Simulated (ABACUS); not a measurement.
ABACUS run on NbSi₂ (P6_222, 9 atoms in the cell; from Materials Project mp-2478, changed as shown): self-consistent single point.

Computed with PBEsol, PseudoDojo 0.4 standard norm-conserving PBEsol (tails mended) pseudopotentials (plane waves; ABACUS 3.10.1).

The change in words: lattice vector c scaled by 0.99. Reference geometry (P6_222):
```
CELL_PARAMETERS angstrom
      4.80621     0.00000     0.00000
     -2.40311     4.16230     0.00000
      0.00000     0.00000     6.58636
ATOMIC_POSITIONS crystal
  Nb 0.00000 0.50000 0.16667
  Nb 0.50000 0.00000 0.50000
  Nb 0.50000 0.50000 0.83333
  Si 0.84184 0.68369 0.50000
  Si 0.15815 0.84184 0.83333
  Si 0.31631 0.15815 0.16667
  Si 0.15815 0.31631 0.50000
  Si 0.84184 0.15815 0.83333
  Si 0.68369 0.84184 0.16667
```

Reference input (self-consistent single point, DFT, PBEsol, plane waves, PseudoDojo 0.4 standard norm-conserving PBEsol (tails mended) pseudopotentials): KPT = Gamma 5 5 2 0 0 0; basis_type = pw; dft_functional = PBESOL; ecutwfc = 82 Ry; smearing_method = fd; smearing_sigma = 0.00999582 Ry; potentials = PseudoDojo 0.4 standard norm-conserving PBEsol (tails mended); symmetry = 1; ks_solver = cg; scf_nmax = 100; scf_thr = 1.0e-09 Ry; mixing_type = pulay. This run's input differs from it in these lines:

```diff
@@ -30,3 +30,3 @@
   -0.4999999778    0.8660253746    0.0000000000
-   0.0000000000    0.0000000000    1.3703853365
+   0.0000000000    0.0000000000    1.3566813999
 
@@ -38,5 +38,5 @@
 3
-  -1.2015525000    2.0811500000    1.0977288621
-   2.4031050000    0.0000000000    3.2931800000
-   1.2015525000    2.0811500000    5.4886311379
+  -1.2015525000    2.0811500000    1.0867515068
+   2.4031050000    0.0000000000    3.2602480000
+   1.2015525000    2.0811500000    5.4337444932
 
@@ -45,8 +45,8 @@
 6
-   2.4031050000    2.8457228870    3.2931800000
-  -1.2629157862    3.5040114435    5.4886311379
-   1.1401892138    0.6582885565    1.0977288621
-   0.0000000000    1.3165771130    3.2931800000
-   3.6660207862    0.6582885565    5.4886311379
-   1.2629157862    3.5040114435    1.0977288621
+   2.4031050000    2.8457228870    3.2602480000
+  -1.2629157862    3.5040114435    5.4337444932
+   1.1401892138    0.6582885565    1.0867515068
+   0.0000000000    1.3165771130    3.2602480000
+   3.6660207862    0.6582885565    5.4337444932
+   1.2629157862    3.5040114435    1.0867515068
 # file: KPT
```

The program printed (abridged):

```
 SELF-CONSISTENT
 -------------------------------------------
                                 init_chg = atomic

 PW ALGORITHM --------------- ION=   1  ELEC=   1--------------------------------
 Notice: Threshold on eigenvalues was too large.

 Density error is 0.530151420291
                          Error Threshold = 0.00070664941785
 E_KohnSham     -424.5616023674      -5776.4569442069
 E_Fermi        1.1129984795         15.1431211863

 PW ALGORITHM --------------- ION=   1  ELEC=   2--------------------------------

 Density error is 0.304770784796
                          Error Threshold = 0.000841510190937
   [... lines left out ...]

 Density error is 1.20252133698e-09
                          Error Threshold = 3.07038868956e-12
 E_KohnSham     -424.7351278480      -5778.8178794911
 E_Fermi        1.0707502991         14.5683052025

 PW ALGORITHM --------------- ION=   1  ELEC=  12--------------------------------

 Density error is 1.61616864786e-10
                          Error Threshold = 1.90876402696e-12
 E_KohnSham     -424.7351278483      -5778.8178794960
 E_KS(sigma->0) -424.7291537832      -5778.7365981698
 E_entropy(-TS) -0.0119481303        -0.1625626523
 E_Fermi        1.0707527680         14.5683387942
 charge density convergence is achieved
 final etot is -5778.8178795 eV
 EFERMI = 14.568338794 eV

 STATE ENERGY(eV) AND OCCUPATIONS    NSPIN == 1
   [... 39 lines left out ...]

 TOTAL-FORCE (eV/Angstrom)
                       Nb1         0.0000000000         0.0000000000         0.0000000000
                       Nb2         0.0000000000         0.0000000000         0.0000000000
                       Nb3         0.0000000000         0.0000000000         0.0000000000
                       Si1         0.0000000000        -0.1982330692         0.0000000000
                       Si2         0.1716748720        -0.0991165346         0.0000000000
                       Si3         0.1716748720         0.0991165346         0.0000000000
                       Si4         0.0000000000         0.1982330692         0.0000000000
   [... lines left out ...]

 TOTAL-STRESS (KBAR)
       -23.5987566175         0.0000000014         0.0000000000
         0.0000000014       -23.5987561172         0.0000000000
         0.0000000000        -0.0000000000        11.7054748239
 TOTAL-PRESSURE: -11.830679 KBAR

 --------------------------------------------
 !FINAL_ETOT_IS -5778.8178794959576408 eV
 --------------------------------------------
```

The run converged in 12 iterations. Against the reference run the free energy drops by 1.1 meV/atom, the pressure goes from -3.23 to -1.18 GPa and the largest force goes from 0.218 to 0.198 eV/Å.

The structure comes from a collection of computed structures, made at another level of theory; the collection holds predicted forms beside known ones. No clean gap shows at this smearing width and mesh (spacing up to 0.48 Å⁻¹); the mesh is coarse for partly filled bands, so the values carry mesh errors.

Cost on one core: very roughly 5 core-minutes.

“Tails mended”: in these copies of the files the far tail of each local potential was reset to the Coulomb form.
